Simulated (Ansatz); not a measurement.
A relaxed structure of CdSe is spoiled in several ways and relaxed again each time (noise and exchanges are one random draw each; pressure is positive under compression). All values below come from PBE (plane waves to 420 eV, PAW, scalar-relativistic; Ansatz, a quantum-chemistry and plane-wave program).

Space group P6₃mc (No. 186); a = b = 4.3827 Å, c = 14.3077 Å, α = β = 90.00°, γ = 120.00°

```tsv
atom	site	symmetry	x	y	z
Cd	2a	3m.	0.0000	0.0000	0.0003
Cd	2b	3m.	0.3333	0.6667	0.2502
Se	2a	3m.	0.0000	0.0000	0.3127
Se	2b	3m.	0.3333	0.6667	0.0624
```

| change | first pressure (GPa) | first V (Å³/atom) | released (eV/atom) | moves | outcome | final group | E − E(parent) (eV/atom) |
|---|---|---|---|---|---|---|---|
| with every coordinate shifted by Gaussian noise of σ = 0.1 Å | 0.9 | 29.75 | 0.07 | 4 | returns to the parent | P6₃mc | 0.000 |
| with every coordinate shifted by Gaussian noise of σ = 0.2 Å | – | 29.75 | 0.63 | 5 | returns to the parent | P6₃mc | 0.000 |
| deformed by the Cartesian strain tensor (xx, yy, zz, yz, xz, xy) = (-0.063, 0.048, 0.193, -0.069, -0.031, 0.005) | -2.8 | 34.69 | 0.21 | 6 | returns to the parent | P6₃mc | 0.000 |
| shaken by Gaussian noise of σ = 0.08 Å a coordinate | 0.7 | 29.75 | 0.05 | 4 | returns to the parent | P6₃mc | 0.000 |

First-step values come from each run's starting, coarser k-mesh (6×6×2). The runs use different k-meshes, so differences are rounded accordingly. No spin polarisation in the result.

The first start was generated by placing the elements on the sites of a structure type. A measured structure of CdSe has the same space group, P6₃mc (No. 186); the sites were not compared with it.
